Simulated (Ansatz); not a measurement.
ScTaN$_{2}$ in space group P6_3/mmc (No. 194; Sc on 2a, Ta on 2c, N on 4f) at seven volumes, r²SCAN in the plane-wave PAW code Ansatz, shape and atoms relaxed at each. One row is withheld.

```tsv
V (Å³/atom)	P (GPa)
9.755	33.52
10.077	20.55
10.398	9.47
10.720	0.00
11.041	?
11.363	-15.02
11.684	-20.93
```

Task: Fit the shown pressures and predict the withheld one.

Result: Third-order Birch–Murnaghan: P = (3/2)B₀(x^(7/2) − x^(5/2))[1 + (3/4)(B′ − 4)(x − 1)] with x = (V₀/V)^(2/3). Least squares on the six rows gives V₀ = 10.720 Å³/atom, B₀ = 291.3 GPa, B′ = 4.21. At V = 11.041, x = 0.9805 and P = -8.08 GPa. The run itself gave -8.10 GPa.

The workflow started from a Materials Project entry (that database holds measured and hypothetical structures alike); the Crystallography Open Database copy checked does not list it. Its standing as an ambient phase is unchecked. Symmetry was held in the r²SCAN relaxation; its stability against distortions is not shown here. No spin polarisation was allowed. Scalar-relativistic: spin–orbit coupling is off unless named, which matters more the heavier the elements.

Potentials: the later of the program's two PAW sets.
